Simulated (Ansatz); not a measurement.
# What DFT gives for Ag

```
Ag
1.0
     0.00000    2.08802    2.08802
     2.08802    0.00000    2.08802
     2.08802    2.08802    0.00000
Ag
1
Direct
  0.00000 0.00000 0.00000
```

The numbers come from plane-wave PAW DFT (Ansatz): r2SCAN, no spin polarisation, 500 eV, 10×10×10 Γ-centred k points, methfessel-paxton occupations (width 0.2097 eV). Nothing was relaxed.

(1) What do density and ELF say about some of the short contacts?

(2) Is there a gap?

(3) Is the cell too large or too small?

Origin: a database entry at a rescaled volume. Caveats: wide smearing.

Answers

(1) Ag–Ag at 2.95 Å: least valence density 0.19 e/Å³ and ELF 0.14 there. Both are smooth PAW fields, read partly inside the augmentation spheres.

(2) It is a metal, with about 0.28 states/eV a cell as the mean within 0.25 eV of the Fermi level.

(3) The pressure is -4.4 GPa (compression positive), so with the atoms held at these fractions the cell would first shrink.
